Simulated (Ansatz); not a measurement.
## Several inputs for CdS with Cl replacing S

Cell: a supercell of CdS (zinc blende type, F-43m) built from a COD entry, with all atoms left at the host's positions.

Space group F-43m (No. 216); a = 17.4990 Å.

```csv
site,Wyckoff,site symmetry,x,y,z
Cd1,16e,.3m,0.4167,0.0833,0.4167
Cd3,24g,2.mm,0.7500,0.0833,0.7500
Cd5,48h,..m,0.7500,0.9167,0.5833
Cd14,4d,-43m,0.7500,0.7500,0.7500
Cd18,16e,.3m,0.0833,0.5833,0.9167
Cl,4a,-43m,0.5000,0.0000,0.5000
S29,48h,..m,0.6667,0.0000,0.6667
S32,16e,.3m,0.8333,0.8333,0.6667
S36,16e,.3m,0.1667,0.6667,0.8333
S42,24f,2.mm,0.0000,0.6667,0.0000
```

One atom of each set is listed; the run and its k-mesh use a cell of 54 atoms with edges of 12.37, 12.37, 12.37 Å.

Reference run. Computed with Ansatz: DFT, PBE, plane waves and PAW, scalar-relativistic, 420 eV cutoff, Γ-centred 2×2×2 k-points, Fermi–Dirac smearing 0.01 eV, cell charge +1.

It gives V_zz (10²¹ V/m²) Cd1 9.89 (η 0.00), S29 1.98 (η 0.10), among others. Each of these runs changes the input as listed (caps on SCF iterations aside):

A. hamiltonian.pseudopotentials: {kind: paw} → {kind: paw, source: ansatz}; scf.occupations.width: 0.01 → 0.005
B. hamiltonian.xc: pbe → rpbe; scf.mixing.preconditioner: not typed → resta

Task: How does each run end, and how far do the gradients move?

Result: 

```json
{"run": "A", "Cd1 V_zz (η)": "10.40 (0.00)", "S29 V_zz (η)": "1.98 (0.10)", "largest change of a gradient tensor, all atoms": "0.51", "note": "converged; another set of PAW files; cutoff taken 660 eV"}
{"run": "B", "Cd1 V_zz (η)": "10.03 (0.00)", "S29 V_zz (η)": "1.95 (0.10)", "largest change of a gradient tensor, all atoms": "0.14", "note": "converged; another functional"}
```

Run A moves them most, on Cd1 (V_zz from 9.89 to 10.40); against its own size the tensor moves most on Cd5 among sites above 0.3 (by 0.03, V_zz from 0.56 to 0.59).

In run A the shift comes from hamiltonian.pseudopotentials: the other keys steer the path to self-consistency or leave the density as it is (the gap is far wider than the smearing).

In run B the shift comes from hamiltonian.xc: the other keys steer the path to self-consistency or leave the density as it is.

On the reference run: The defect repeats with the cell of 54 atoms, so it feels its images: sites between two images don't show the values beside a lone defect, and zeros or small values of η there can come from the images' arrangement. A uniform background compensates the cell's charge. Without spin–orbit coupling (the program notes it for Cd) the gradients can shift somewhat, as the gap is small. The neighbours have not yet relaxed around the defect (largest force 1.3 eV/Å), so a real crystal will differ.
